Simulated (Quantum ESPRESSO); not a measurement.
## Kohn-Sham bands of TiSi2 (Fddd)

```xyz
6
Lattice="2.3895 4.1175 0.0000 2.3895 -4.1175 0.0000 -2.3895 0.0000 -4.2629" Properties=species:S:1:pos:R:3 pbc="T T T"
Ti     2.3895     0.0000     0.0000
Ti    -1.1948    -2.0588    -2.1315
Si     0.0000    -1.3388     0.0000
Si     0.0000     1.3388     0.0000
Si    -1.1948     3.3975    -2.1315
Si    -1.1948     0.7200    -2.1315
```

Cell from Materials Project (mp-2582), symmetrised, no further relaxation. COD (Crystallography Open Database) has the formula in 2 space groups, this one among them (matched by group alone). Computed values, not measurements, from PBEsol: Quantum ESPRESSO (norm-conserving PseudoDojo potentials, cutoff 68 Ry, no spin polarisation, no spin-orbit coupling) on a Γ-centred 6×6×6 mesh, then Wannier90. Density: 8×8×8 mesh, cold smearing 0.01 Ry.

List the Kohn-Sham levels between −8 and 3.0 eV relative to the Fermi level at the high-symmetry points, as a band run of pw.x on that density gives them (levels within 2 meV counted together).


| point | k (reciprocal lattice) | levels (eV) |
|---|---|---|
| Γ | 0.000 0.000 0.000 | -6.69, -5.72, -5.40, -5.05, -3.76, -3.72, -2.49, -2.28, -2.05, -1.77, -1.35, -0.93, 2.09 |
| Y | 0.500 -0.500 0.000 | -5.51 (×2), -4.73 (×2), -2.35 (×2), -2.35 (×2), -0.87 (×2), 1.28 (×2) |
| T | 0.500 -0.500 -0.500 | -4.62 (×2), -1.23 (×2), -1.12 (×2), -0.66 (×2), 0.85 (×2), 2.30 (×2) |
| Z | 0.000 0.000 -0.500 | -4.93 (×2), -4.92 (×2), -2.95 (×2), -1.56 (×2), -0.97 (×2), 0.75 (×2) |
| Σ_0 | 0.413 0.413 -0.413 | -5.62, -3.38, -2.38, -2.02, -1.35, -0.40, 0.05, 0.13, 0.74, 0.93, 1.79, 2.55 |
| U_0 | 0.587 -0.413 -0.587 | -5.62, -3.38, -2.38, -2.02, -1.35, -0.40, 0.05, 0.13, 0.74, 0.93, 1.79, 2.55 |
| C_0 | 0.744 -0.256 -0.244 | -7.78 (×2), -2.72 (×2), -2.30 (×2), -1.68 (×2), -1.40 (×2), 1.42 (×2), 2.16 (×2), 2.81 (×2) |
| A_0 | 0.256 0.256 -0.756 | -7.78 (×2), -2.72 (×2), -2.30 (×2), -1.68 (×2), -1.40 (×2), 1.42 (×2), 2.16 (×2), 2.81 (×2) |
| L | 0.500 0.000 -0.500 | -7.72, -5.76, -5.03, -4.60, -2.60, -2.47, -1.93, -1.05, -0.02, 0.15, 1.00, 1.39, 1.69, 2.27, 2.66, 2.67 |
